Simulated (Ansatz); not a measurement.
An elastic tensor (GPa, Voigt order, standard axes) from LDA (plane waves, PAW; program Ansatz):

```json
[
 {"": "1", "1": "83.0", "2": "75.2", "3": "42.9", "4": "0.0", "5": "0.0", "6": "0.0"},
 {"": "2", "1": "75.2", "2": "83.0", "3": "42.9", "4": "0.0", "5": "0.0", "6": "0.0"},
 {"": "3", "1": "42.9", "2": "42.9", "3": "130", "4": "0.0", "5": "0.0", "6": "0.0"},
 {"": "4", "1": "0.0", "2": "0.0", "3": "0.0", "4": "26.3", "5": "0.0", "6": "0.0"},
 {"": "5", "1": "0.0", "2": "0.0", "3": "0.0", "4": "0.0", "5": "26.3", "6": "0.0"},
 {"": "6", "1": "0.0", "2": "0.0", "3": "0.0", "4": "0.0", "5": "0.0", "6": "3.9"}
]
```

Problem. Which of these materials gives this?
A) BaO, P6_3/mmc (Ba on 2d, O on 2c)
B) AlN, P6_3/mmc (Al on 2d, N on 2c)
C) AlCr2C, P6_3/mmc (Al on 2d, Cr on 4f, C on 2a)
D) GaSe, P6_3/mmc (Ga on 4f, Se on 4f)

Solution. A, BaO, P6_3/mmc (Ba on 2d, O on 2c)

The first step of the workflow began from a Materials Project structure, measured or hypothetical; the Crystallography Open Database copy checked does not list it. It is not the phase usual at ambient conditions (space group No. 225). Symmetry was held in the LDA relaxation; whether a distortion lowers the energy is not shown. Spin–orbit coupling is left out wherever it is not named.

Potentials: the later of the program's two PAW sets.
